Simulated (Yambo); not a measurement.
Absorption of Rb2ScAgF6 (space group Fm-3m, No. 225) with and without the electron-hole interaction (Yambo, LDA bands; 4×4×4 mesh, 22 valence and 9 conduction bands, static screening with 110 bands and a 3 Ry block, scissor 3.57 eV, Tamm-Dancoff; field along x).

```tsv
E (eV)	Im ε, BSE	Im ε, independent quasiparticles
3.26	0.01	0.01
3.36	0.01	0.01
3.46	0.02	0.01
3.56	0.02	0.01
3.67	0.02	0.01
3.77	0.02	0.01
3.87	0.02	0.01
3.97	0.02	0.01
4.07	0.02	0.01
4.17	0.02	0.01
4.27	0.02	0.01
4.37	0.02	0.01
4.47	0.03	0.01
4.57	0.03	0.01
4.67	0.03	0.01
4.77	0.03	0.01
4.87	0.03	0.01
4.97	0.04	0.01
5.07	0.04	0.01
5.17	0.04	0.01
5.27	0.04	0.01
5.37	0.05	0.01
5.47	0.05	0.01
5.57	0.06	0.01
5.67	0.07	0.02
5.77	0.08	0.02
5.87	0.09	0.02
5.97	0.11	0.02
6.08	0.13	0.02
6.18	0.18	0.02
6.28	0.26	0.02
6.38	0.32	0.02
6.48	0.33	0.03
6.58	0.40	0.03
6.68	0.51	0.03
6.78	0.65	0.04
6.88	0.76	0.05
6.98	0.85	0.06
7.08	0.79	0.09
7.18	0.70	0.12
7.28	0.78	0.11
7.38	1.04	0.10
7.48	1.59	0.12
7.58	2.64	0.18
7.68	3.94	0.24
7.78	4.74	0.19
7.88	4.47	0.13
7.98	2.90	0.11
8.08	1.82	0.10
8.18	1.44	0.11
8.28	1.56	0.14
8.38	2.14	0.16
8.49	2.96	0.16
8.59	3.43	0.16
8.69	2.58	0.17
8.79	1.77	0.22
8.89	1.28	0.30
8.99	0.94	0.48
9.09	0.79	0.77
9.19	0.73	0.85
9.29	0.70	0.73
9.39	0.63	0.75
9.49	0.61	0.83
9.59	0.57	0.97
9.69	0.52	1.12
9.79	0.46	1.29
9.89	0.42	1.37
9.99	0.43	1.63
10.09	0.49	1.78
10.19	0.59	1.83
```

The scissor comes from a G0W0 run whose convergence isn't established. Broadening 0.15 eV. The band window holds all transitions up to 11.1 eV. Fine structure above the onset can come from the mesh.

Spin-orbit splittings are left out.

Geometry of the Materials Project entry, not relaxed at this level; primitive cell a = 6.354 Å, b = 6.354 Å, c = 6.354 Å, α = 60.00°, β = 60.00°, γ = 60.00°.

The structure is a Materials Project entry; no match was found in the copy of COD used, and its stability was not checked.
